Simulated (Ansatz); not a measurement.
Ga:
```
CELL_PARAMETERS angstrom
      3.79612    -2.29289     0.00000
      3.79612     2.29289     0.00000
      0.00000     0.00000     4.51284
ATOMIC_POSITIONS crystal
  Ga 0.99269 0.33238 0.25000
  Ga 0.00731 0.66762 0.75000
  Ga 0.33238 0.99269 0.75000
  Ga 0.66762 0.00731 0.25000
```

Relaxed with r²SCAN+D4. Special points in fractions of this cell's reciprocal vectors: Γ (0.000, 0.000, 0.000); Y (0.500, 0.500, 0.000); F0 (0.341, 0.659, 0.000); Δ0 (-0.341, 0.341, 0.000); Z (0.000, 0.000, 0.500); B0 (-0.341, 0.341, 0.500); G0 (0.341, 0.659, 0.500); T (0.500, 0.500, 0.500); S (0.000, 0.500, 0.000); R (0.000, 0.500, 0.500).

Problem. List the band energies nearest the Fermi level at these points for r²SCAN+D4 in the plane-wave PAW code Ansatz.

Solution. In eV from the Fermi level; about four levels below and three above (degenerate sets whole), none deeper than 8.9 eV; points with the same levels are listed once.

```
k                     below                above
--  -----------------------  -------------------
Γ   -3.61 -2.49 -2.09 -1.16       1.14 1.20 2.75
Y   -4.45 -2.97 -2.00 -1.72       0.36 1.24 3.63
F0  -1.17 -1.03 -0.58 -0.23       0.22 3.37 3.43
Z   -0.74 -0.74 -0.03 -0.03  0.04 0.04 3.11 3.11
B0  -6.71 -6.71 -3.48 -3.48  4.38 4.38 5.75 5.75
T   -5.86 -5.86 -2.25 -2.25  0.34 0.34 7.46 7.46
S   -1.47 -0.40 -0.34 -0.04       3.92 4.79 6.24
R   -6.49 -6.49 -1.64 -1.64  1.13 1.13 7.25 7.25
```

Space group Cmcm. The first step of the workflow began from a Materials Project structure, measured or hypothetical; the Crystallography Open Database files this formula in space group No. 63, but the cells were not matched. It is not the phase usual at ambient conditions (space group No. 64). The cell keeps a stress of up to 0.2 GPa. The cell was relaxed with r²SCAN+D4 under the symmetry of its start; its stability against distortions is not shown here. The pairwise dispersion correction was not fitted to metals. Scalar-relativistic: spin–orbit coupling is off unless named, which matters more the heavier the elements.

Potentials: the later of the program's two PAW sets.
